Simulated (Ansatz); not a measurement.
Input and command of a plane-wave DFT calculation in Ansatz:

```yaml
crystal:
  lattice:
    - [4.831349666, 0.0, 0.0]
    - [0.0, 4.831349666, 0.0]
    - [0.0, 0.0, 4.831349666]
  atoms:
    - { symbol: W, position: [0.5, 0.7498461994, 0.0] }
    - { symbol: W, position: [0.0, 0.4997841902, 0.75] }
    - { symbol: W, position: [0.25, -0.0002158098, 0.5] }
    - { symbol: W, position: [0.5, 0.2498461994, 0.0] }
    - { symbol: W, position: [0.0, 0.4997841902, 0.25] }
    - { symbol: W, position: [0.75, -0.0002158098, 0.5] }
    - { symbol: O, position: [0.5, 0.5067268987, 0.5] }
    - { symbol: O, position: [0.0, 0.0067268987, 0.0] }
basis:
  ecutwfc: 420
kpoints:
  mp_grid: { grid: [8, 8, 8] }
hamiltonian:
  xc: pbesol
scf:
  occupations: { method: gaussian, width: 0.15 }
output:
  forces: true
  stress: true
  eigenvalues: true
```

```bash
ansatz run input.yaml --threads 2 --pin off --max-ram 5120MiB --backend cpu --events-out ev --progress --plain --runs-dir out
```

Processor: Intel(R) Xeon(R) Processor @ 2.70GHz, 2 threads, on a host shared with other jobs.

How long does it run, and how much memory does it take?

About 18 s on 2 threads of Intel(R) Xeon(R) Processor @ 2.70GHz, on a shared host, peak memory 0.62 GiB. It solves 58 bands at 75 k points (the mesh reduced by symmetry) with about 2205 plane waves, in 7 SCF iterations.
